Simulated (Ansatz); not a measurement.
Rb₂S:
```cif
data_Rb4S2
_chemical_formula_sum 'S2 Rb4'
_space_group_name_H-M_alt 'P63/mmc'
_space_group_IT_number 194
_space_group_name_Hall '-P 6c 2c'
_cell_length_a 5.53606
_cell_length_b 5.53606
_cell_length_c 7.39574
_cell_angle_alpha 90.000
_cell_angle_beta 90.000
_cell_angle_gamma 120.000
loop_
_atom_site_label
_atom_site_type_symbol
_atom_site_symmetry_multiplicity
_atom_site_Wyckoff_symbol
_atom_site_fract_x
_atom_site_fract_y
_atom_site_fract_z
_atom_site_occupancy
S1 S 2 c 0.33333 0.66667 0.25000 1
Rb1 Rb 2 a 0.00000 0.00000 0.00000 1
Rb2 Rb 2 d 0.66667 0.33333 0.25000 1
```

Relaxed with r²SCAN.

**Question.** Which orbitals make up the states near the band edges in the program Ansatz at the r²SCAN level (PAW)?

**Answer.** Top 1 eV of the valence band: S 3p 90 %, Rb 5s 5 %. Bottom 1 eV of the conduction band: Rb 5s 57 %, S 3s 14 %, S 3p 8 %, outside the projected shells 14 %. Projections are on Löwdin-orthogonalised atomic valence shells; empty p or d shells of many metals are not among them.

**Question.** Tabulate the density of states.

**Answer.** States/eV per cell of 6 atoms, in 0.25 eV bins, energy from the valence-band maximum.

```tsv
E (eV)	total	S 3p	Rb 5s	S 3s
-7.85	0.00	0.00	0.00	0.00
-7.60	0.00	0.00	0.00	0.00
-7.35	0.00	0.00	0.00	0.00
-7.10	0.00	0.00	0.00	0.00
-6.85	0.00	0.00	0.00	0.00
-6.60	0.00	0.00	0.00	0.00
-6.35	0.00	0.00	0.00	0.00
-6.10	0.00	0.00	0.00	0.00
-5.85	0.00	0.00	0.00	0.00
-5.60	0.00	0.00	0.00	0.00
-5.35	0.00	0.00	0.00	0.00
-5.10	0.00	0.00	0.00	0.00
-4.85	0.00	0.00	0.00	0.00
-4.60	0.00	0.00	0.00	0.00
-4.35	0.00	0.00	0.00	0.00
-4.10	0.00	0.00	0.00	0.00
-3.85	0.00	0.00	0.00	0.00
-3.60	0.00	0.00	0.00	0.00
-3.35	0.00	0.00	0.00	0.00
-3.10	0.00	0.00	0.00	0.00
-2.85	0.00	0.00	0.00	0.00
-2.60	0.00	0.00	0.00	0.00
-2.35	0.00	0.00	0.00	0.00
-2.10	0.00	0.00	0.00	0.00
-1.85	0.00	0.00	0.00	0.00
-1.60	0.00	0.00	0.00	0.00
-1.35	0.00	0.00	0.00	0.00
-1.10	4.69	3.67	0.79	0.03
-0.85	11.18	9.34	1.28	0.05
-0.60	14.99	13.78	0.43	0.01
-0.35	16.10	15.13	0.24	0.00
-0.10	1.03	0.99	0.01	0.00
0.15	0.00	0.00	0.00	0.00
0.40	0.00	0.00	0.00	0.00
0.65	0.00	0.00	0.00	0.00
0.90	0.00	0.00	0.00	0.00
1.15	0.00	0.00	0.00	0.00
1.40	0.00	0.00	0.00	0.00
1.65	0.00	0.00	0.00	0.00
1.90	0.00	0.00	0.00	0.00
2.15	0.00	0.00	0.00	0.00
2.40	0.00	0.00	0.00	0.00
2.65	0.00	0.00	0.00	0.00
2.90	0.11	0.00	0.06	0.02
3.15	0.21	0.01	0.12	0.03
3.40	0.35	0.03	0.20	0.05
3.65	1.59	0.14	0.75	0.07
3.90	2.04	0.18	0.96	0.08
4.15	2.01	0.12	0.90	0.07
4.40	3.20	0.13	1.31	0.10
4.65	6.65	0.24	2.34	0.15
4.90	6.48	0.26	2.21	0.13
5.15	9.02	0.29	2.07	0.12
5.40	7.70	0.20	1.06	0.06
5.65	6.46	0.11	0.75	0.05
5.90	6.61	0.15	0.93	0.06
6.15	7.61	0.19	1.15	0.05
6.40	6.87	0.16	0.80	0.02
```

Space group P6_3/mmc. The workflow started from an entry of the Crystallography Open Database (COD), which files this formula under 2 space groups. Its standing as an ambient phase is unchecked. Symmetry was held in the r²SCAN relaxation; whether a distortion lowers the energy is not shown. The volume moved by -29 % from the start of the relaxation. The volume fell by over 15 % from the filed cell, which may lack light atoms or belong to other conditions. Spin–orbit coupling is left out wherever it is not named.

Potentials: the later of the program's two PAW sets.
